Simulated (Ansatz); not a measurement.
## MoSi2-type Sn2Ru

Computed with Ansatz (plane waves, PAW, 420 eV cutoff): PBEsol, scalar-relativistic, no spin polarisation, Γ-centred 12×12×12 mesh, 0.05 eV Gaussian smearing; PAW files: Ansatz's generated set soft_2.

```cif
data_structure
_symmetry_space_group_name_H-M 'I4/mmm'
_symmetry_Int_Tables_number 139
_cell_length_a 3.1580
_cell_length_b 3.1580
_cell_length_c 12.0219
_cell_angle_alpha 90.000
_cell_angle_beta 90.000
_cell_angle_gamma 90.000
_cell_volume 119.89
loop_
_atom_site_label
_atom_site_type_symbol
_atom_site_symmetry_multiplicity
_atom_site_Wyckoff_symbol
_atom_site_fract_x
_atom_site_fract_y
_atom_site_fract_z
_atom_site_occupancy
Ru1 Ru 2 a 0.00000 0.00000 0.00000 1
Sn1 Sn 4 e 0.00000 0.00000 0.36213 1
```

The start was a prototype's sites filled with these elements. The Crystallography Open Database lists the compound in space group I4/mcm, so this is a trial structure.

Task: Which orbitals carry the states at the Fermi level, and how many states are there?

Result: Within 0.1 eV of it: Sn 5p 45 %, Ru 4d 36 %, Sn 5s 18 % (shares among the projected shells). The Fermi level sits on a steep edge: the density of states is 2.0, 1.6 and 1.2 states/eV per cell at −0.1, 0 and +0.1 eV.

Density of states (tetrahedra, averaged over 0.4 eV; states/eV per cell of 3 atoms; energy in eV from the Fermi level):

```csv
E (eV),DOS
-5.65,0.27
-5.25,0.56
-4.85,0.65
-4.45,0.81
-4.05,1.86
-3.65,2.69
-3.25,1.88
-2.85,2.21
-2.45,3.35
-2.05,1.31
-1.65,3.00
-1.25,3.97
-0.85,3.84
-0.45,2.83
-0.05,1.83
0.35,1.04
0.75,2.00
1.15,2.21
1.55,1.63
1.95,0.88
2.35,0.85
2.75,0.81
3.15,1.12
3.55,1.43
3.95,1.70
4.35,1.89
4.75,1.61
5.15,1.75
```

